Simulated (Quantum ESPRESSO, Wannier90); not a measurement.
**Cs (C2/m, model phase), plane waves to Wannier functions**

Cell from Materials Project (mp-1096915), symmetrised, no further relaxation. This isn't the element's usual structure (bcc); take it as a model of another phase. Method: PBEsol plane waves in Quantum ESPRESSO 7.5 (PseudoDojo norm-conserving files, 40 Ry, no spin polarisation, no spin-orbit coupling), Bloch states on a 8×8×8 mesh through Γ, Wannier90 4.0.1. Density: 10×10×10 mesh, cold smearing 0.01 Ry. Spin-orbit coupling is left out although heavy elements are present.

On the energy scale of pw.x, whose zero is arbitrary, the Fermi level lies at 2.16 eV.

Input w.win:

```
num_bands = 1
num_wann = 1
exclude_bands = 2-21
num_iter = 1000
conv_tol = 1.0e-6
conv_window = 4
write_hr = true
write_u_matrices = true
auto_projections = true
begin unit_cell_cart
ang
    3.0190100000   -4.3381300000    0.0000000000
    3.0190100000    4.3381300000    0.0000000000
   -2.5749390000    0.0000000000    4.4138870000
end unit_cell_cart
begin atoms_frac
Cs   0.0000000000  0.0000000000  0.5000000000
end atoms_frac
mp_grid = 8 8 8
begin kpoints
0.0000000000 0.0000000000 0.0000000000
0.0000000000 0.0000000000 0.1250000000
0.0000000000 0.0000000000 0.2500000000
... (509 more lines: the 8x8x8 mesh through Gamma)
end kpoints
```

Input of pw2wannier90.x that gives the overlap and projection files (equivalent; here they were cut from one run over all bands):

```
&inputpp
  outdir = './out'
  prefix = 'pwscf'
  seedname = 'w'
  write_amn = .true.
  write_mmn = .true.
  atom_proj = .true.
  atom_proj_exclude = 2 3 4 5
/
```

Output w.wout (banner and timings cut):

```
                                    ------
                                    SYSTEM
                                    ------

                              Lattice Vectors (Ang)
                    a_1     3.019010  -4.338130   0.000000
                    a_2     3.019010   4.338130   0.000000
                    a_3    -2.574939   0.000000   4.413887

                   Unit Cell Volume:     115.61610  (Ang^3)

                        Reciprocal-Space Vectors (Ang^-1)
                    b_1     1.040604  -0.724181   0.607059
                    b_2     1.040604   0.724181   0.607059
                    b_3    -0.000000   0.000000   1.423504

 *----------------------------------------------------------------------------*
 |   Site       Fractional Coordinate          Cartesian Coordinate (Ang)     |
 +----------------------------------------------------------------------------+
 | cs   1   0.00000   0.00000   0.50000   |   -1.28747   0.00000   2.20694    |
 *----------------------------------------------------------------------------*
                                ------------
                                K-POINT GRID
                                ------------

             Grid size =  8 x  8 x  8      Total points =  512

 *---------------------------------- MAIN ------------------------------------*
 |  Number of Wannier Functions               :                 1             |
 |  Number of Objective Wannier Functions     :                 1             |
 |  Number of input Bloch states              :                 1             |
 |  Output verbosity (1=low, 5=high)          :                 1             |
 |  Timing Level (1=low, 5=high)              :                 1             |
 |  Optimisation (0=memory, 3=speed)          :                 3             |
 |  Length Unit                               :               Ang             |
 |  Post-processing setup (write *.nnkp)      :                 F             |
 |  Using Gamma-only branch of algorithms     :                 F             |
 *----------------------------------------------------------------------------*
 *------------------------------- WANNIERISE ---------------------------------*
 |  Total number of iterations                :              1000             |
 |  Number of CG steps before reset           :                 5             |
 |  Trial step length for line search         :             2.000             |
 |  Convergence tolerence                     :         0.100E-05             |
 |  Convergence window                        :                 4             |
 |  Iterations between writing output         :                 1             |
 |  Iterations between backing up to disk     :               100             |
 |  Write r^2_nm to file                      :                 F             |
 |  Write xyz WF centres to file              :                 F             |
 |  Write on-site energies <0n|H|0n> to file  :                 F             |
 |  Use guiding centre to control phases      :                 F             |
 |  Use phases for initial projections        :                 F             |
 *----------------------------------------------------------------------------*
 *-------------------------------- PLOTTING ----------------------------------*
 |  Plotting Hamiltonian in WF basis          :                 T             |
 *----------------------------------------------------------------------------*

 *---------------------------------- K-MESH ----------------------------------*
 +----------------------------------------------------------------------------+
 |                    Distance to Nearest-Neighbour Shells                    |
 |                    ------------------------------------                    |
 |          Shell             Distance (Ang^-1)          Multiplicity         |
 |          -----             -----------------          ------------         |
 |             1                   0.175705                      4            |
 |             2                   0.177938                      2            |
 |             3                   0.181045                      2            |
 |             4                   0.188492                      4            |
 |             5                   0.253849                      4            |
 |             6                   0.261464                      2            |
 |             7                   0.299230                      4            |
 |             8                   0.301183                      2            |
       ... (lines left out)
 +----------------------------------------------------------------------------+
 | The b-vectors are chosen automatically                                     |
 | The following shells are used:                       1,  2,  3,  4         |
 +----------------------------------------------------------------------------+
 |                        Shell   # Nearest-Neighbours                        |
 |                        -----   --------------------                        |
 |                          1               4                                 |
 |                          2               2                                 |
 |                          3               2                                 |
 |                          4               4                                 |
 +----------------------------------------------------------------------------+
 | Completeness relation is fully satisfied [Eq. (B1), PRB 56, 12847 (1997)]  |
 +----------------------------------------------------------------------------+
 |                  b_k Vectors (Ang^-1) and Weights (Ang^2)                  |
 |                  ----------------------------------------                  |
 |            No.         b_k(x)      b_k(y)      b_k(z)        w_b           |
 |            ---        --------------------------------     --------        |
 |             1         0.130075    0.090523    0.075882     8.474566        |
 |             2         0.130075   -0.090523    0.075882     8.474566        |
 |             3        -0.130075   -0.090523   -0.075882     8.474566        |
 |             4        -0.130075    0.090523   -0.075882     8.474566        |
 |             5         0.000000    0.000000    0.177938     8.563809        |
 |             6         0.000000    0.000000   -0.177938     8.563809        |
 |             7         0.000000   -0.181045    0.000000     7.866537        |
 |             8         0.000000    0.181045    0.000000     7.866537        |
 |             9        -0.130075   -0.090523    0.102056     6.301178        |
 |            10        -0.130075    0.090523    0.102056     6.301178        |
 |            11         0.130075    0.090523   -0.102056     6.301178        |
 |            12         0.130075   -0.090523   -0.102056     6.301178        |
 +----------------------------------------------------------------------------+
 |                           b_k Directions (Ang^-1)                          |
 |                           -----------------------                          |
 |            No.           x           y           z                         |
 |            ---        --------------------------------                     |
 |             1         0.130075    0.090523    0.075882                     |
 |             2         0.130075   -0.090523    0.075882                     |
 |             3         0.000000    0.000000    0.177938                     |
 |             4         0.000000   -0.181045    0.000000                     |
 |             5        -0.130075   -0.090523    0.102056                     |
 |             6        -0.130075    0.090523    0.102056                     |
 +----------------------------------------------------------------------------+

 Starting a new Wannier90 calculation ...

 Reading overlaps from w.mmn

 Reading projections from w.amn

 *------------------------------- WANNIERISE ---------------------------------*
 +--------------------------------------------------------------------+<-- CONV
 | Iter  Delta Spread     RMS Gradient      Spread (Ang^2)            |<-- CONV
 +--------------------------------------------------------------------+<-- CONV

 ------------------------------------------------------------------------------
 Initial State
  WF centre and spread    1  ( -1.287469,  0.000000,  2.206944 )     0.95286566
  Sum of centres and spreads ( -1.287469,  0.000000,  2.206944 )     0.95286566

      0     0.953E+00     0.0000000000        0.9528656634  <-- CONV
        O_D=      0.0000000 O_OD=      0.0000000 O_TOT=      0.9528657 <-- SPRD
 ------------------------------------------------------------------------------
      1     0.000E+00     0.0000000000        0.9528656634  <-- CONV
        O_D=      0.0000000 O_OD=      0.0000000 O_TOT=      0.9528657 <-- SPRD
      2     0.000E+00     0.0000000000        0.9528656634  <-- CONV
        O_D=      0.0000000 O_OD=      0.0000000 O_TOT=      0.9528657 <-- SPRD
      3     0.000E+00     0.0000000000        0.9528656634  <-- CONV
        O_D=      0.0000000 O_OD=      0.0000000 O_TOT=      0.9528657 <-- SPRD
      4     0.000E+00     0.0000000000        0.9528656634  <-- CONV
        O_D=      0.0000000 O_OD=      0.0000000 O_TOT=      0.9528657 <-- SPRD
             <<<     Delta < 1.000E-06  over  4 iterations     >>>
             <<< Wannierisation convergence criteria satisfied >>>
 Final State
  WF centre and spread    1  ( -1.287469,  0.000000,  2.206944 )     0.95286566
  Sum of centres and spreads ( -1.287469,  0.000000,  2.206944 )     0.95286566

         Spreads (Ang^2)       Omega I      =     0.952865663
        ================       Omega D      =     0.000000000
                               Omega OD     =     0.000000000
    Final Spread (Ang^2)       Omega Total  =     0.952865663
```
